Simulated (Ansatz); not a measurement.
**AlN (P6_3mc) under pressure**

```xyz
4
Lattice="3.0888 0.0000 0.0000 -1.5444 2.6750 0.0000 0.0000 0.0000 4.9433" Properties=species:S:1:pos:R:3 pbc="T T T"
Al    0.0000    1.7833   -0.0049
Al    1.5444    0.8917    2.4667
N     0.0000    1.7833    1.8833
N     1.5444    0.8917    4.3550
```

This is the zero-pressure cell under LDA. Cell and atoms are relaxed by PAW (default files of Ansatz 0.2.0, cutoff 420 eV, stress met within about 0.05 GPa) at each pressure, in this structure whether or not another phase would take over; P is the pressure reached, less that of this cell. Levels come from LDA, all-electron LAPW in Ansatz 0.2.0, scalar-relativistic; k mesh 8×8×4, fixed occupations, basis error target 0.5 meV/atom. Conduction levels are in eV over the valence top (at Γ), at fixed fractional wave vectors («min» is a refined band extremum of the unstrained crystal off the named points). Zone-centre phonons come from finite displacements by PAW, without the LO-TO term.

```csv
P (GPa),V/V₀,c/a,Γ,min (oblique),K ⊥ z,L (oblique),E2 (cm⁻¹),B1 (cm⁻¹)
-1.99,1.0097,1.6014,4.335,4.883,4.915,5.238,239.7,721.6
0.00,1.0000,1.6004,4.417,4.910,4.918,5.268,239.6,729.2
2.00,0.9906,1.5993,4.497,4.935,4.920,5.297,239.5,736.8
4.00,0.9817,1.5982,4.573,4.959,4.922,5.324,239.4,744.1
7.00,?,?,?,?,?,?,?,?
10.00,0.9571,1.5947,4.789,5.025,4.926,5.400,239.2,765.5
14.99,0.9386,1.5917,4.955,5.074,4.927,5.458,239.0,782.3
```

**Question.** Fit the third-order Birch-Murnaghan equation to the rows shown.

**Answer.** With f = [(V₀/V)^(2/3) − 1]/2, the normalised pressure F = P/[3f(1 + 2f)^(5/2)] is 210.5 GPa at f = -0.0032, 209.2 GPa at f = 0.0031, 209.3 GPa at f = 0.0062, 209.0 GPa at f = 0.0148, 208.5 GPa at f = 0.0216. The line F = B₀[1 + (3/2)(B′ − 4)f] gives B₀ = 209.9 GPa and B′ = 3.8.

**Question.** What are the volume deformation potentials and pressure coefficients of these levels at zero pressure?

**Answer.** 

```
        level  dE/dlnV (eV)  dE/dP = −(dE/dlnV)/B₀ (meV/GPa)  mean slope up to 2.0 GPa (meV/GPa)
            Γ         -8.49                             40.5                                39.9
min (oblique)         -2.70                             12.9                                12.6
        K ⊥ z         -0.25                              1.2                                 1.1
  L (oblique)         -3.08                             14.7                                14.4
```

dE/dlnV is the slope of a cubic fit in ln V at V₀. The last column is read from two rows and shows how the slope bends with pressure.

**Question.** What mode Grüneisen parameters follow?

**Answer.** γ = −d ln ω/d ln V at V₀ from a quadratic fit in ln V: E2 -0.03, B1 1.10.

**Question.** Fill the row at 7.00 GPa.

**Answer.** The fits give V/V₀ = 0.9691 and Γ = 4.683 eV. Computed: V/V₀ = 0.9691, c/a = 1.5965, Γ = 4.683, min (oblique) = 4.993, K ⊥ z = 4.924, L (oblique) = 5.363, E2 (cm⁻¹) = 239.3, B1 (cm⁻¹) = 754.9.

**Question.** Where does the lowest conduction level change its place?

**Answer.** From Γ to K ⊥ z near 14.2 GPa, by linear interpolation between the computed rows. Errors in the spacing of the valleys shift these pressures.

Known limits: no other phase was computed; many crystals of this kind change structure within this range, and rows or crossings beyond such a change describe a metastable lattice; the frozen-core PAW files of the relaxations were fitted under PBE, their cores solved anew for this functional; semilocal gaps are low, and the spacing of valleys can be off by tenths of an eV; levels are read at fixed fractional k, so an edge that moves off these points is missed.
